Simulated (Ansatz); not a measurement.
One crystal and one scan (frozen-phonon scan) at two levels, PBE (plane waves to 420 eV, PAW, scalar-relativistic; Ansatz, a program for electronic structure) and r2SCAN (plane waves to 500 eV, PAW, scalar-relativistic; Ansatz), each from its own relaxed cell and on its own mesh.

The crystal is AlN (zinc blende); a phonon pattern at X = (0.5, 0.5, 0.0) is frozen into a 4-atom cell, Q being the largest atomic displacement.

AlN was relaxed with its symmetry unable to fall. Both scans cover Q from -0.180 to 0.180 Å.

```csv
quantity,run 1,run 2
Lattice constant a (Å),4.403,4.370
Energy at Q = 0.180 Å (meV/cell),797,875
Harmonic wavenumber from the curvature (finite differences) (cm⁻¹ (negative: imaginary)),695,728
```

### Question
Which run is which level?

### Answer
Run 1 is PBE, run 2 is r2SCAN. PBE gives the higher value for: lattice constant a. PBE gives the lower value for: energy at Q = 0.180 Å; harmonic wavenumber from the curvature. Both give the same space group of the distorted cell: P-4m2 (No. 115), lowered from F-43m.

(A displaced cell: forces are minus the slopes of the energy, force constants its curvatures, and phonons follow from these.)
